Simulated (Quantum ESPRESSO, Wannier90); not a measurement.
## Tight-binding from DFT: CaO (rock salt)

```xyz
2
Lattice="0.0000 2.4036 2.4036 2.4036 0.0000 2.4036 2.4036 2.4036 0.0000" Properties=species:S:1:pos:R:3 pbc="T T T"
Ca     0.0000     0.0000     0.0000
O      2.4036     2.4036     2.4036
```

Structure: Materials Project mp-2605, symmetrised, not relaxed again. COD (Crystallography Open Database) has an entry of this formula and space group (matched by these alone). Method: PBEsol plane waves in Quantum ESPRESSO 7.5 (PseudoDojo norm-conserving files, 68 Ry, no spin polarisation, no spin-orbit coupling), Bloch states on a 12×12×12 mesh through Γ, Wannier90 4.0.1. Density: 12×12×12 mesh, cold smearing 0.01 Ry.

Base run: 10 functions from bands 5-22 of the 22 computed, start hydrogen-like Ca: s;d; O: s;p, frozen window up to 5.06 eV relative to the valence-band maximum, outer window open. One setting was then changed (edges relative to the valence-band maximum; misfit to pw.x on a path, for states up to 4.6 eV relative to the valence-band maximum).

```json
[
 {"run": "base", "Ω_I (Å²)": "10.32", "rms misfit (meV)": "3.9", "worst (meV)": "62"},
 {"run": "changed", "Ω_I (Å²)": "11.24", "rms misfit (meV)": "1.4", "worst (meV)": "10"}
]
```

**Question.** Which change was made?
A) frozen window to 4.06 eV
B) only the lowest 12 of the kept bands
C) frozen window to 7.06 eV
D) frozen window to 6.06 eV
E) no frozen window

**Answer.** D, frozen window to 6.06 eV. The others give:

| run | Ω_I (Å²) | rms misfit (meV) | worst (meV) |
|---|---|---|---|
| frozen window to 7.06 eV | 12.34 | 0.8 | 4.5 |
| frozen window to 4.06 eV | 9.79 | 101 | 1292 |
| no frozen window | 8.27 | 1536 | 4976 |
| only the lowest 12 of the kept bands | 11.60 | 2.8 | 45 |
